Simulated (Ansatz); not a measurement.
## CsAs$_{3}$Pb$_{4}$, a known structure type with other elements, at an estimated volume

```
Cs Pb As
1.0
     4.72233    0.00000    0.00000
     0.00000    4.72233    0.00000
     0.00000    0.00000   11.94567
Cs Pb As
1 4 3
Direct
  0.00000 0.00000 0.50000
  0.00000 0.50000 0.15487
  0.50000 0.00000 0.15487
  0.00000 0.50000 0.84513
  0.50000 0.00000 0.84513
  0.50000 0.50000 0.28373
  0.50000 0.50000 0.71627
  0.00000 0.00000 0.00000
```

Method: r2SCAN, no spin polarisation; PAW, plane waves to 500 eV, 7×7×3 Γ-centred mesh, fermi-dirac occupations (width 0.1 eV) (Ansatz 0.2.0), atoms fixed.

(1) Describe some of the short contacts.

(2) Is it stable against the elements?

(3) How is the charge shared?

(4) What does the stress say?

(5) Metal or insulator?

Origin: a known structure type with other elements, at an estimated volume, so it need not be a known compound.

Results:

(1) Pb–As at 2.82 Å: least valence density 0.32 e/Å³ and ELF 0.40 there. Cs–As at 4.22 Å: least valence density 0.03 e/Å³ and ELF 0.03 there, so no covalent bond. Cs–Cs at 4.72 Å: least valence density 0.01 e/Å³ and ELF 0.00 there, so no covalent bond. Both are smooth PAW fields, read partly inside the augmentation spheres.

(2) -0.04 eV an atom against the elements' usual phases (free molecules for gases, crystals otherwise, with no correction for O₂ or N₂), too near zero to call. Relaxing would lower it.

(3) Bader charges in e: Cs +0.79, As -0.88 to -0.56, Pb +0.38. In the mean Cs gives up most and As takes most.

(4) The pressure is 5.9 GPa (compression positive), so with the atoms held at these fractions the cell would first expand; the forces are large, so a full relaxation may end otherwise. The principal stresses 3.2, 7.2, 7.2 GPa differ, so its shape would change too.

(5) It is a metal, with about 0.99 states/eV a cell as the mean within 0.25 eV of the Fermi level, mostly As p (41 %), Pb p (32 %) and Pb s (14 %).
